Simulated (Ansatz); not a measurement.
**MgTi₂Si₄O₁₂: field gradients at two levels of theory**

Cell: a Materials Project structure (computed, not necessarily an observed phase), ions relaxed with PBE at fixed cell.

```cif
data_MgTi2Si4O12
_symmetry_space_group_name_H-M 'C2'
_symmetry_Int_Tables_number 5
_cell_length_a 9.9480
_cell_length_b 8.7843
_cell_length_c 5.3560
_cell_angle_alpha 90.000
_cell_angle_beta 110.324
_cell_angle_gamma 90.000
loop_
_atom_site_label
_atom_site_type_symbol
_atom_site_symmetry_multiplicity
_atom_site_Wyckoff_symbol
_atom_site_fract_x
_atom_site_fract_y
_atom_site_fract_z
Mg Mg 2 a 0.5000 0.2238 0.0000
Ti2 Ti 2 a 0.5000 0.5990 0.0000
Ti3 Ti 2 b 0.5000 0.4214 0.5000
Si4 Si 4 c 0.2989 0.9074 0.0303
Si5 Si 4 c 0.2989 0.0898 0.5230
O8 O 4 c 0.1206 0.9052 0.9176
O9 O 4 c 0.1239 0.0829 0.4063
O10 O 4 c 0.3624 0.7387 0.0421
O11 O 4 c 0.3545 0.0187 0.8328
O12 O 4 c 0.3824 0.2521 0.5940
O13 O 4 c 0.3569 0.9932 0.3190
```

One atom of each set is listed; the run and its k-mesh use a cell of 19 atoms with edges of 6.64, 6.64, 5.36 Å.

First run. Level of theory: DFT, PBE, plane waves and PAW, scalar-relativistic, collinear spin, 420 eV cutoff, Γ-centred 4×4×5 k-points, Fermi–Dirac smearing 0.02 eV (Ansatz 0.2.0). Start moments as typed (μB): 1 on each Ti, none on the rest.

```tsv
site	V_zz (10²¹ V/m²)	η	m (μB)
Mg	-1.98	0.75	0.00
Ti2	-1.84	0.99	0.53
Ti3	-1.20	0.98	0.78
Si4	-2.57	0.38	0.00
Si5	-3.19	0.86	0.00
O8	4.93	0.13	0.00
O9	5.61	0.67	0.00
O10	6.36	0.28	0.00
O11	8.51	0.58	0.00
O12	6.00	0.38	0.00
O13	9.53	0.07	0.00
```

Second run. The same atoms and settings, except that the functional is r2SCAN and the cutoff is 500 eV.

**Question.** Given the first result, estimate the second.

**Answer.** 

```json
{"site": "Mg", "V_zz": "-1.95", "η": "0.73", "change of V_zz": "+0.03", "m (μB)": "0.00"}
{"site": "Ti2", "V_zz": "6.37", "η": "0.56", "change of V_zz": "–", "m (μB)": "0.57"}
{"site": "Ti3", "V_zz": "5.87", "η": "0.60", "change of V_zz": "–", "m (μB)": "0.80"}
{"site": "Si4", "V_zz": "-2.67", "η": "0.38", "change of V_zz": "-0.10", "m (μB)": "0.00"}
{"site": "Si5", "V_zz": "-3.26", "η": "0.83", "change of V_zz": "-0.07", "m (μB)": "0.00"}
{"site": "O8", "V_zz": "4.91", "η": "0.10", "change of V_zz": "-0.02", "m (μB)": "0.00"}
{"site": "O9", "V_zz": "5.65", "η": "0.54", "change of V_zz": "+0.04", "m (μB)": "0.00"}
{"site": "O10", "V_zz": "6.22", "η": "0.33", "change of V_zz": "-0.14", "m (μB)": "0.00"}
{"site": "O11", "V_zz": "8.43", "η": "0.58", "change of V_zz": "-0.08", "m (μB)": "0.00"}
{"site": "O12", "V_zz": "5.90", "η": "0.36", "change of V_zz": "-0.10", "m (μB)": "0.00"}
{"site": "O13", "V_zz": "9.43", "η": "0.06", "change of V_zz": "-0.10", "m (μB)": "0.00"}
```

The largest change of V_zz along a kept axis is on O10, from 6.36 to 6.22. The whole tensor moves most on Ti2, by 4.97 along its most changed direction. In per cent, |V_zz| changes by -2 on Mg, +2 to +4 on Si, -2 to +1 on O (all sites that start above 0.5, bar those whose gradient vanishes or changes sign or whose main axis turns by over 40°). On Ti2, Ti3 the largest principal value lies along another axis in the second run, so the two V_zz can't be compared directly.

All moments are parallel here, as the start or the cell imposes; many such compounds order antiparallel, where fields and spin densities carried over to other atoms largely cancel. The magnetic order is the one that the run reached from its start moments, not necessarily the measured one.
For the first run: With a gap of 0.16 eV under a smearing of 0.02 eV the band edges are partly filled, so small gradients can hang on the smearing and the k-mesh.
For the second run: At this cell the r2SCAN pressure is -6 GPa, so with r2SCAN the cell would shrink if it were relaxed. The entry's cell may itself be off. The largest force is 0.6 eV/Å, so the atoms aren't at the calculated equilibrium and relaxing them would move these values. The program didn't check the stability of this electronic state in full, so a lower one may lie near. With a gap of 0.2 eV on this mesh, the gradients can still move by some per cent as the k-mesh gets denser.
